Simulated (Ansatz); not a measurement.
WC:
```
CELL_PARAMETERS angstrom
      0.00000     2.33039     2.33039
      2.33039     0.00000     2.33039
      2.33039     2.33039     0.00000
ATOMIC_POSITIONS crystal
  W  0.00000 0.00000 0.00000
  C  0.25000 0.25000 0.25000
```

Relaxed with PBEsol. Special points in fractions of this cell's reciprocal vectors: Γ (0.000, 0.000, 0.000); X (0.500, 0.000, 0.500); U (0.625, 0.250, 0.625); K (0.375, 0.375, 0.750); L (0.500, 0.500, 0.500); W (0.500, 0.250, 0.750).

List the band energies nearest the Fermi level at these points for PBEsol in the plane-wave PAW code Ansatz.

In eV from the Fermi level; about four levels below and three above (degenerate sets whole), none deeper than 8.9 eV; … stands for higher levels left out; points with the same levels are listed once.

```json
[
 {"k": "Γ", "below": "-5.78 -5.78 -5.78 -0.07 -0.07", "above": "2.72 …"},
 {"k": "X", "below": "-7.54 -2.72 -2.72 -2.20", "above": "1.56 1.86 2.81 2.81"},
 {"k": "U", "below": "-6.67 -3.62 -3.51 -2.50", "above": "0.47 1.75 4.54"},
 {"k": "L", "below": "-5.68 -5.06 -5.06", "above": "0.82 0.82 1.20"},
 {"k": "W", "below": "-6.12 -4.83 -3.18 -2.07", "above": "0.12 1.72 3.74"}
]
```

Space group F-43m (zinc blende). The start of the workflow was typed in or built on a structure type; neither database checked (COD, Materials Project) lists it. It is not the phase usual at ambient conditions (space group No. 187). The cell was relaxed with PBEsol under the symmetry of its start; its stability against distortions is not shown here. No spin polarisation was allowed. Its formation energy is positive at this level, so the cell may be metastable or incomplete. Spin–orbit coupling is left out wherever it is not named.

Potentials: the earlier of the program's two PAW sets. The files were generated under PBE; for other functionals the program regenerates the frozen cores, and for LDA and PBEsol the local potential too.
